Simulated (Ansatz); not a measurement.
Sr₂H₃I:
```xyz
6
Lattice="4.2367 0.0000 0.0000 -2.1184 3.6691 0.0000 0.0000 0.0000 7.6729" Properties=species:S:1:pos:R:3 pbc="T T T"
Sr     2.1184     1.2230     5.2063
Sr     0.0000     2.4461     2.4666
H      0.0000     0.0000     3.8365
H      2.1184     1.2230     2.7375
H      0.0000     2.4461     4.9355
I      0.0000     0.0000     0.0000
```

DFT-r²SCAN in the program Ansatz with PAW potentials gives a gap of 2.65 eV without spin–orbit coupling, maximum at A, minimum on the H–A line, 48 % of the way from H.

**Question.** What happens when spin–orbit coupling is switched on?

**Answer.** The gap stays essentially unchanged, to 2.65 eV; maximum at A, minimum on the H–A line, 48 % of the way from H.

**Question.** Give the electron effective mass with spin–orbit coupling.

**Answer.** 0.40, 0.54, 1.0 mₑ (principal values).

**Question.** Give the hole effective mass with spin–orbit coupling.

**Answer.** 0.25, 0.25, 2.8 mₑ (principal values).

Space group P-3m1. The workflow started from a Materials Project entry (that database holds measured and hypothetical structures alike); the Crystallography Open Database copy checked does not list it. Its standing as an ambient phase is unchecked. The cell was relaxed with r²SCAN under the symmetry of its start; its stability against distortions is not shown here.

Potentials: the later of the program's two PAW sets.
